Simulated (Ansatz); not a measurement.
**Structures of Ta$_{2}$O$_{5}$: which is lowest?**

Plane-wave DFT in Ansatz with scalar-relativistic PAW potentials, cutoff 420 eV, Γ-centred meshes chosen by cell and gap, Gaussian smearing with energies taken to zero width. Every cell was relaxed (cell and atoms) in a run of its own, within the symmetry of its start. Functional: LDA.

Relaxed structures (starts from databases or built by putting these elements on another compound's sites):
A. C2/c, 14 atoms in the computed cell, a = 12.735 Å, b = 4.820 Å, c = 5.474 Å, β = 104.2°; sites (symmetry × multiplicity) Ta 1 × 8, O 1 × 8 + 1 × 8 + 2 × 4; start: database
B. Pmmm, 7 atoms in the computed cell, a = 3.649 Å, b = 3.837 Å, c = 6.365 Å; sites (symmetry × multiplicity) Ta mmm × 1 + mmm × 1, O mm2 × 2 + mmm × 1 + mmm × 1 + mmm × 1; start: database
C. I4/mmm, 7 atoms in the computed cell, a = 5.204 Å, c = 9.540 Å; sites (symmetry × multiplicity) Ta 4mm × 4, O ..2/m × 8 + 4/mmm × 2; start: database
D. P2/m, 7 atoms in the computed cell, a = 3.810 Å, b = 3.837 Å, c = 6.732 Å, β = 106.3°; sites (symmetry × multiplicity) Ta m × 2, O 2/m × 1 + m × 2 + m × 2; start: database

Problem. Rank them by energy. Could pressure change the order?

Solution.
| structure | group | E − E(lowest) (meV/atom) | V (Å³/atom) | gap on mesh (eV) |
| --- | --- | --- | --- | --- |
| A | C2/c | 0.0 | 11.63 | 3.19 |
| D | P2/m | 22.2 | 13.49 | 2.14 |
| C | I4/mmm | 210 | 18.45 | 1.59 |
| B | Pmmm | 347 | 12.73 | 0.29 |

A is lowest, 22 meV/atom under D. The lowest is also the densest of these, so pressure wouldn't bring one of the others in at first order. Other structures may lie lower than all of these, and vibrations aren't counted.

Spin-orbit coupling is left out, which matters for the bands of heavy elements.